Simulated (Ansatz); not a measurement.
YSi₂:
```
YSi2
1.0
    0.00000     4.52943     4.78529
    2.76289     0.00000     4.78529
    2.76289     4.52943     0.00000
Si Y
4 2
Direct
  0.63501   0.36499   0.63501
  0.36499   0.63501   0.36499
  0.61499   0.88501   0.61499
  0.88501   0.61499   0.88501
  0.00000   0.00000   0.00000
  0.25000   0.25000   0.25000
```

Relaxed with PBE. Special points in fractions of this cell's reciprocal vectors: Γ (0.000, 0.000, 0.000); Y (0.500, 0.000, 0.500); T (1.000, 0.500, 0.500); Z (0.500, 0.500, 0.000); Σ0 (0.000, 0.426, 0.426); U0 (1.000, 0.574, 0.574); C0 (0.500, 0.240, 0.740); A0 (0.500, 0.760, 0.260); L (0.500, 0.500, 0.500).

Q: List the band energies nearest the Fermi level at these points for PBE (plane waves, PAW; program Ansatz).

A: In eV from the Fermi level; about four levels below and three above (degenerate sets whole), none deeper than 8.9 eV; points with the same levels are listed once.

```tsv
k	below	above
Γ	-1.81 -1.32 -0.86 -0.28	0.62 3.32 3.46
Y	-1.11 -1.11 -0.32 -0.32	2.27 2.27 3.93 3.93
T	-0.71 -0.71 -0.40 -0.40	0.20 0.20 0.93 0.93
Z	-1.97 -1.97 -0.64 -0.64	0.08 0.08 0.63 0.63
Σ0	-2.24 -1.38 -1.23 -0.43	0.31 0.49 0.51
C0	-1.33 -1.33 -0.59 -0.59	2.08 2.08 2.88 2.88
L	-3.33 -2.23 -1.77 -1.26	0.07 0.35 0.81
```

Space group Fddd. The cell is a constructed one: a structure type filled with these elements; neither database checked (COD, Materials Project) lists it. COD files the formula under space group No. 191, so this cell is another polymorph or a model. Its standing as an ambient phase is unchecked. Symmetry was held in the PBE relaxation; its stability against distortions is not shown here. No spin polarisation was allowed. Scalar-relativistic: spin–orbit coupling is off unless named, which matters more the heavier the elements.

Potentials: the later of the program's two PAW sets.
